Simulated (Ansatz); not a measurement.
Values for one crystal, relaxed and computed with DFT-PBE in the program Ansatz with PAW potentials; other levels are named.

| Quantity | Value |
|---|---|
| Volume per atom | 19.99 Å³ |
| Electronic character | metallic (no gap) |
| Bulk modulus (Birch–Murnaghan fit) | 155 GPa |
| Pressure derivative B′ | 4.3 |
| Density of states at the Fermi level | 0.49 states/eV per atom (mean over ±0.08 eV) |
| Formation energy from the elements (no fitted shifts) | -0.50 eV/atom |
| Gap with spin–orbit coupling | none (metallic) |

Question: Which of these materials gives this?
(A) InPd, CsCl type
(B) MoPd, CsCl type
(C) Ga3Mo, Cu3Au type
(D) ZrIr, rock salt

Answer: D, ZrIr, rock salt

Space group Fm-3m (rock salt). The start of the workflow was typed in or built on a structure type; neither database checked (COD, Materials Project) lists it. COD files the formula under space group No. 221, so this cell is another polymorph or a model. Whether it is the stable phase at ambient conditions was not checked. The PBE relaxation kept the symmetry of its start; its stability against distortions is not shown here. No spin polarisation was allowed. The references are the lowest solids computed at this level, not always the standard phases. Spin–orbit coupling is left out wherever it is not named.

Potentials: the earlier of the program's two PAW sets.
